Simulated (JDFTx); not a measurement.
Reference run:

- surface: Rh(100)
- bulk: Rh, Fm-3m, lattice of mp-74 (not re-optimised)
- slab: 5 atoms in 5 planes, 1x1, 7.6 Å between the outermost planes
- in-plane cell: 2.691 × 2.691 Å, 7.24 Å²
- cell height: 23.6 Å
- sampling: 8×8×1 k mesh, Fermi smearing 0.01 Ha, no spin polarisation

Reference level: PBE, GBRV ultrasoft potentials, plane waves to 20/100 Ha, in a modified build of JDFTx. Unrelaxed; liquid: CANDLE, water, 1 M NaCl. Potentials are on the SHE scale by the convention U = −μ/e − 4.44 V; references calibrated for a solvation model differ from this value. At negative charge CANDLE's numbers also depend on the cell height, by up to tenths of a volt.

```json
[
 {"cell height": "15.6 Å", "work function (eV)": "5.03", "U_pzc (V)": "0.28", "mean C above U_pzc (μF/cm²)": "14 over 0.5 V", "k states × plane waves": "15 × 3256", "cycles, vacuum run": "15", "rough core time, vacuum run": "3 min"},
 {"cell height": "17.6 Å", "work function (eV)": "5.02", "U_pzc (V)": "0.28", "mean C above U_pzc (μF/cm²)": "–", "k states × plane waves": "15 × 3673", "cycles, vacuum run": "16", "rough core time, vacuum run": "3 min"},
 {"cell height": "19.6 Å", "work function (eV)": "5.02", "U_pzc (V)": "0.28", "mean C above U_pzc (μF/cm²)": "14 over 0.5 V", "k states × plane waves": "15 × 4091", "cycles, vacuum run": "19", "rough core time, vacuum run": "4 min"},
 {"cell height": "23.6 Å", "work function (eV)": "5.02", "U_pzc (V)": "0.28", "mean C above U_pzc (μF/cm²)": "14 over 0.5 V", "k states × plane waves": "15 × 4925", "cycles, vacuum run": "22", "rough core time, vacuum run": "5 min"}
]
```

The work function stays within 0.01 eV over all these settings; capacitances repeat to about ±0.2 μF/cm². The times are rough (shared hosts); only ratios past two mean anything.
